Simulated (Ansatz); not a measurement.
MgF₂ (rutile, P4_2/mnm), plane-wave PAW PBE (Ansatz code). The conduction-band minimum lies at Γ, with 1 equivalent valley. Second derivatives d²E/dk² of the lowest band at one valley (eV·Å²), along Cartesian directions:

```tsv
direction	d²E/dk²
[100]	14.19
[010]	14.19
[001]	14.88
[110]	14.19
[101]	14.54
[011]	14.54
```

### Question
Find the principal effective masses, the density-of-states mass and the conductivity mass.

### Answer
Off-diagonal terms follow from H_xy = H[110] − (H_xx + H_yy)/2, and m*/mₑ = 7.620 eV·Å² over each eigenvalue: 0.51, 0.54, 0.54. One valley's DOS mass (m₁m₂m₃)^(1/3) = 0.53, conductivity mass 3/(Σ 1/mᵢ) = 0.53 mₑ.

### Question
What effective density of states Nc follows at 300 K for parabolic valleys?

### Answer
Nc = 2.509e19 × 1 × (0.53)^(3/2) ≈ 9.7e18 cm⁻³.

The cell was relaxed with PBE under the symmetry of its start.

Potentials: the later of the program's two PAW sets.

Edges and masses are those of Kohn–Sham bands, whose gap is no quasiparticle gap.
